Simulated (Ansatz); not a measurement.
The start is a generated cell, C built in the beta-Sn structure type. The cell and all atomic positions are relaxed at zero pressure with PBEsol (plane waves to 420 eV, PAW, scalar-relativistic; Ansatz, a quantum-chemistry and plane-wave program). First-step values are on the input's coarse k-mesh.

Ansatz input (later rounds restart from its end on a renewed k-mesh):
Ansatz 0.2 input:
```yaml
crystal:
  lattice:
    - [-1.915135, 1.915135, 1.044921]
    - [1.915135, -1.915135, 1.044921]
    - [1.915135, 1.915135, -1.044921]
  atoms:
    - { symbol: C, position: [0.75, 0.25, 0.5] }
    - { symbol: C, position: [0, 0, 0] }
basis: { ecutwfc: 420, ecutrho_ratio: 4, xc_grid: 2, fft_grid_basis: typed }
kpoints: { mp_grid: { grid: [12, 12, 12] } }
hamiltonian:
  xc: pbesol
  dispersion: none
  pseudopotentials: { azcp: { folder: ./paw }, kind: paw }
scf: { occupations: { method: fermi_dirac, width: 0.05 } }
relax: { f_tol: 0.01, max_steps: 100, cell: { stress_tol: 0.02 } }
output: { forces: true, stress: true }
```

Initial pressure: -58.9 GPa (negative: the cell is under tension)
Outcome: The space group goes from I4₁/amd (No. 141) to Fd-3m (No. 227); the end is diamond type, with 2 atoms in the primitive cell
Volume change: -26.8 %, from 7.67 to 5.61 Å³/atom
Shortest distances (start → end): The closest pairs of elements (up to four, under 3.6 Å), start → end: C–C 1.99 → 1.54 Å
Band gap at the end: 4.04 eV, indirect (valence top at Γ, conduction bottom at 75 % of the way from Γ to X) (no spin-orbit coupling)
Optimiser moves: 23

Final structure:

```cif
data_C8
_chemical_formula_sum 'C8'
_space_group_name_H-M_alt 'Fd-3m :1'
_space_group_IT_number 227
_space_group_name_Hall 'F 4d 2 3 -1d'
_cell_length_a 3.55365
_cell_length_b 3.55365
_cell_length_c 3.55365
_cell_angle_alpha 90.000
_cell_angle_beta 90.000
_cell_angle_gamma 90.000
loop_
_atom_site_label
_atom_site_type_symbol
_atom_site_symmetry_multiplicity
_atom_site_Wyckoff_symbol
_atom_site_fract_x
_atom_site_fract_y
_atom_site_fract_z
_atom_site_occupancy
C1 C 8 a 0.00000 0.00000 0.00000 1
```
(The calculation used a cell of 2 atoms; values per cell refer to that cell.)

Final values are on a 16×16×16 k-mesh of the relaxed cell. No spin polarisation in the result.

The run could not lose the symmetry of its start; a randomly shaken copy of 4 atoms returns to this structure.

All atoms sit on sites fixed by symmetry, so only the cell could relax.
